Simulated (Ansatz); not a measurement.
AlNi (CsCl type)

```yaml
crystal:
  lattice:
    - [2.86315, 0.00000, 0.00000]
    - [0.00000, 2.86315, 0.00000]
    - [0.00000, 0.00000, 2.86315]
  atoms:
    - { symbol: Al, position: [0.00000, 0.00000, 0.00000] }
    - { symbol: Ni, position: [0.50000, 0.50000, 0.50000] }
```

Scan: atom 2 (Ni, nearest neighbour Al at 2.480 Å; its periodic images, 2.9 Å or more away, move with it) is displaced along Cartesian [111], direction (0.577, 0.577, 0.577) in Cartesian axes, by s. The other atoms stay.

Method: r2SCAN (plane waves to 500 eV, PAW, scalar-relativistic; Ansatz, an electronic-structure program). k mesh 13×13×13 (Γ-centred), Fermi-Dirac smearing 0.05 eV. E stands for the smeared free energy. With partly filled bands, energies and forces of such displacements shift with the k mesh and the smearing. AlNi is run without spin polarisation. AlNi was relaxed with its symmetry unable to fall. ΔE is measured from the undisplaced structure. The last digit holds for this mesh only.

```
s (Å)   ΔE (meV/cell)
------  -------------
-0.250          215.7
-0.200       withheld
-0.150           74.5
-0.100           32.7
-0.050            8.1
0.000             0.0
0.050             8.1
0.100            32.7
0.150            74.5
0.200        withheld
0.250           215.7
```

Q: Fit an even polynomial form (powers 2, 4) to the given rows and predict ΔE at s = -0.200.

A: Least squares on the 9 given rows: ΔE = (3233)·s² + (3490)·s⁴, in meV/cell with s in Å; root-mean-square residual 0.01 meV/cell. At -0.200 the fit gives 134.9 meV/cell; the calculation gives 134.9 meV/cell, the same to the digits shown. The quadratic term alone would give 129.3 meV/cell.

(A displaced cell: forces are minus the slopes of the energy, force constants its curvatures, and phonons follow from these.)
